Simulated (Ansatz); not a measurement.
## Optical constants of Ni3O2

The calculation used Ansatz 0.2.0, DFT PBEsol, scalar-relativistic, plane waves, PAW. Settings: 420 eV plane-wave cutoff, Γ-centred 12×12×12 mesh, Fermi-Dirac smearing of 0.15 eV. No spin polarisation.

Equilibrium structure at this level:
```
CELL_PARAMETERS angstrom
2.85485 1.64825 1.91960
-2.85485 1.64825 1.91960
0.00000 -3.29650 1.91960
ATOMIC_POSITIONS crystal
Ni 0.50000 0.00000 0.00000
Ni 0.00000 0.50000 0.00000
Ni 0.00000 0.00000 0.50000
O 0.27720 0.27720 0.27720
O 0.72280 0.72280 0.72280
```

The cell was built by swapping an element in a database structure (itself possibly hypothetical) and relaxing; it need not be the stable form of this composition. In a metal these results depend on the k mesh and the smearing. Spin polarisation was left out, and a magnetic state may lie lower. A semilocal functional can close a gap that the real compound has.

Independent-particle response (no local fields, no excitons) on a 18×18×18 mesh, broadened by 0.1 eV; the Drude term is undamped and its weight carries the smearing above, which sets much of it in a semimetal. The run couldn't bound its error over part or most of this range, so small peaks and near ties are unsure. Light polarised along z. ε₁ lacks the small share of bands above those solved.

Task: Tabulate n, κ, the reflectivity and the absorption coefficient against photon energy.

Result:
```tsv
E (eV)	n	κ	R	α (10⁵ cm⁻¹)
0.1	1.65	28.83	0.99	2.92
0.4	3.82	7.79	0.82	3.16
0.7	3.69	4.88	0.68	3.46
1.0	3.74	3.87	0.60	3.93
1.3	3.89	4.07	0.62	5.36
1.6	2.52	4.29	0.67	6.95
1.9	1.62	3.85	0.70	7.42
2.2	1.23	3.00	0.65	6.69
2.5	1.59	2.77	0.56	7.01
2.8	0.93	2.52	0.63	7.14
3.1	0.63	2.07	0.64	6.50
3.4	0.66	1.23	0.38	4.25
3.7	1.12	0.67	0.09	2.51
4.0	1.68	0.71	0.13	2.87
4.3	1.97	0.80	0.17	3.50
4.6	2.07	0.93	0.20	4.33
4.9	2.41	1.19	0.26	5.89
5.2	2.15	1.61	0.31	8.50
5.5	1.97	1.95	0.38	10.88
5.8	1.56	1.92	0.39	11.26
6.1	1.34	1.76	0.38	10.90
6.4	1.22	1.71	0.38	11.09
6.7	1.03	1.66	0.40	11.29
7.0	0.92	1.41	0.35	9.98
7.3	0.79	1.31	0.36	9.71
7.6	0.92	1.07	0.24	8.24
7.9	0.99	0.99	0.20	7.96
8.2	1.02	1.04	0.21	8.68
8.5	0.94	1.12	0.25	9.64
8.8	0.76	0.93	0.23	8.26
9.1	0.83	0.75	0.15	6.95
9.4	0.93	0.66	0.11	6.24
9.7	1.06	0.61	0.08	6.04
10.0	1.07	0.68	0.10	6.90
10.3	1.11	0.65	0.09	6.80
10.6	1.17	0.72	0.11	7.76
10.9	1.09	0.74	0.11	8.18
11.2	1.04	0.70	0.11	7.98
11.5	1.04	0.58	0.08	6.76
11.8	1.22	0.59	0.07	7.00
```

Task: Where is the highest local maximum of ε₂ between 0.3 and 12 eV?

Result: At 1.4 eV, where ε₂ = 32.3.